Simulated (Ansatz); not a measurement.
# Computed properties of AlCuCl4

AlCuCl4:
```
CELL_PARAMETERS angstrom
      5.43097     0.00000     0.00000
      0.00000     5.43097     0.00000
      0.00000     0.00000    10.01976
ATOMIC_POSITIONS crystal
  Al 0.00000 0.50000 0.25000
  Al 0.50000 0.00000 0.75000
  Cu 0.00000 0.00000 0.00000
  Cu 0.00000 0.00000 0.50000
  Cl 0.27101 0.23289 0.87217
  Cl 0.23289 0.72899 0.12783
  Cl 0.72899 0.76711 0.87217
  Cl 0.76711 0.27101 0.12783
  Cl 0.27101 0.76711 0.62783
  Cl 0.23289 0.27101 0.37217
  Cl 0.72899 0.23289 0.62783
  Cl 0.76711 0.72899 0.37217
```

Space group P-42c (No. 112); conventional cell a = b = 5.4310 Å, c = 10.0198 Å, α = β = γ = 90.00°.

Method: plane-wave PAW r²SCAN (Ansatz code). Geometry: relaxed at this level of theory. Other levels are named where they apply.

**Cell and energy**

```yaml
volume_per_atom: 24.63 Å³
density: 2.61 g/cm³
Formation energy from the elements (no fitted shifts): -128 kJ/mol of atoms
```

**Electronic structure**

```yaml
band_gap: 3.07 eV (indirect)
valence_band_maximum: at M
conduction_band_minimum: at Γ
smallest_direct_gap_on_the_standard_path: 3.21 eV
electron_effective_mass: 0.39, 0.42, 0.42 mₑ (principal values)
hole_effective_mass: 1.5, 5.8, 5.8 mₑ (principal values)
HSE06 gap on the r²SCAN cell: 4.49 eV
```

**Mechanics**

```yaml
Bulk modulus (Birch–Murnaghan fit): 13.9 GPa
Pressure derivative B′: 6.9
```

**Charges**

```yaml
bader_charges: Al +2.45, Cu +0.66, Cl -0.78 e
```

The first step of the workflow began from a Materials Project structure, measured or hypothetical; the Crystallography Open Database copy checked does not list it. COD files the formula under space group No. 33. Its standing as an ambient phase is unchecked. The cell was relaxed with r²SCAN under the symmetry of its start; whether a distortion lowers the energy is not shown. The run is not spin-polarised. The references are the lowest solids computed at this level, not always the standard phases (solids in place of the gases).

Potentials: the later of the program's two PAW sets.
